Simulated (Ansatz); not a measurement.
Equation of state of YS

```cif
data_structure
_symmetry_space_group_name_H-M 'P 1'
_symmetry_Int_Tables_number 1
_cell_length_a 3.8801
_cell_length_b 3.8801
_cell_length_c 3.8801
_cell_angle_alpha 60.000
_cell_angle_beta 60.000
_cell_angle_gamma 60.000
_cell_volume 41.31
loop_
_atom_site_label
_atom_site_type_symbol
_atom_site_fract_x
_atom_site_fract_y
_atom_site_fract_z
_atom_site_occupancy
Y1 Y 0.50000 0.50000 0.50000 1
S1 S 0.00000 0.00000 0.00000 1
```

The runs use the primitive cell with vectors (0.000, 2.744, 2.744), (2.744, 0.000, 2.744), (2.744, 2.744, 0.000) Å, to which the k mesh refers.

The geometry is COD entry 1539528, unchecked; take it as a test cell.

Spin polarisation is left out, and whether a magnetic state lies lower isn't shown here.

Methods: DFT, LDA, all-electron LAPW, scalar-relativistic (Ansatz 0.2.0); DFT, LDA, PAW with Ansatz's default frozen-core files, scalar-relativistic (Ansatz 0.2.0).

For LAPW: a Γ-centred 8×8×8 k mesh, Fermi–Dirac smearing of 0.01 eV, basis error target 0.25 meV/atom, no spin polarisation. PAW takes a cutoff of 420 eV at this cell (files made with PBE, cores remade for this functional). The Ansatz runs share mesh, smearing and spin set-up. Plane-wave (PAW) pressures include the program's estimate of the Pulay term.

The cell above is scaled evenly, with fractional coordinates and shape held.

```csv
V/V(cell),V (Å³/atom),"P, LAPW (GPa)","P, PAW (GPa)"
0.9400,19.414,2.87,2.85
0.9800,20.240,-1.81,-1.83
1.0000,20.653,-3.79,-3.80
1.0100,20.860,?,?
1.0400,21.479,-7.14,-7.15
```

**Question.** Fill in the row V/V(cell) = 1.0100.

**Answer.** P, LAPW (GPa) = -4.70, P, PAW (GPa) = -4.71.

**Question.** What do Birch–Murnaghan fits to the pressures give?

**Answer.** LAPW: V0 = 19.90 Å³/atom, B0 = 110 GPa, B0′ = 4.4; PAW: V0 = 19.90 Å³/atom, B0 = 110 GPa, B0′ = 4.4.

PAW's V0 lies -0.01 % from the all-electron value and its B0 0.0 %. Symmetry fixes shape and coordinates here, so this is the relaxed modulus.
